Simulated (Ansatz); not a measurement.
Consider the following.

Nb2InC:
```
CELL_PARAMETERS angstrom
      3.15884     0.00000     0.00000
     -1.57942     2.73564     0.00000
      0.00000     0.00000    14.32811
ATOMIC_POSITIONS crystal
  Nb 0.66667 0.33333 0.91738
  Nb 0.33333 0.66667 0.08262
  Nb 0.33333 0.66667 0.41738
  Nb 0.66667 0.33333 0.58262
  In 0.66667 0.33333 0.25000
  In 0.33333 0.66667 0.75000
  C  0.00000 0.00000 0.00000
  C  0.00000 0.00000 0.50000
```

This is the PBEsol-relaxed structure. Cartesian axes are those of the cell as given.

Q: All from PBEsol in the plane-wave PAW code Ansatz, unless another level is named. Predict the bulk modulus (Birch–Murnaghan fit).

A: 173 GPa.

Q: Predict the highest zone-centre frequency.

A: 650 cm^-1.

Q: And the elastic constants (relaxed ions, GPa)?

A: C11 = 310, C12 = 85.9, C13 = 120, C33 = 288, C44 = 113.

Space group P6_3/mmc. The workflow started from a Materials Project entry (that database holds measured and hypothetical structures alike); the Crystallography Open Database copy checked does not list it. Whether it is the stable phase at ambient conditions was not checked. The PBEsol relaxation kept the symmetry of its start; its stability against distortions is not shown here. No spin polarisation was allowed. As this level gives no gap, shear constants depend on the k-mesh and smearing (Fermi–Dirac, 0.1 eV here). As this level gives no gap, phonon frequencies hold no LO–TO term and depend on the k-mesh and smearing (Fermi–Dirac, 0.1 eV here).

Potentials: the later of the program's two PAW sets.
